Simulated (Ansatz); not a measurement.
Mg₂Rh (MoSi2 or CaC2 type, space group No. 139) under volume change, PBEsol in the plane-wave PAW code Ansatz, shape and atoms relaxed at each volume.

```tsv
V (Å³/atom)	E − E(relaxed) (meV/atom)	P (GPa)
15.275	…	…
15.779	13.4	4.57
16.282	…	…
16.786	0.0	0.00
17.290	2.7	-1.64
17.793	9.8	-2.86
18.297	20.3	-3.79
```

What belongs in the gaps?


- 15.275, E − E(relaxed) (meV/atom): 32.4
- 15.275, P (GPa): 7.65
- 16.282, E − E(relaxed) (meV/atom): 3.1
- 16.282, P (GPa): 2.05

What does a third-order Birch–Murnaghan fit give for V₀, B₀ and B′?

V₀ = 16.79 Å³/atom, B₀ = 59.5 GPa, B′ = 6.7.

Space group I4/mmm (MoSi2 or CaC2 type). The first step of the workflow began from a Materials Project structure, measured or hypothetical; the Crystallography Open Database copy checked does not list it. Whether it is the stable phase at ambient conditions was not checked. The cell was relaxed with PBEsol under the symmetry of its start; whether a distortion lowers the energy is not shown. The run is not spin-polarised. Scalar-relativistic: spin–orbit coupling is off unless named, which matters more the heavier the elements.

Potentials: the later of the program's two PAW sets.
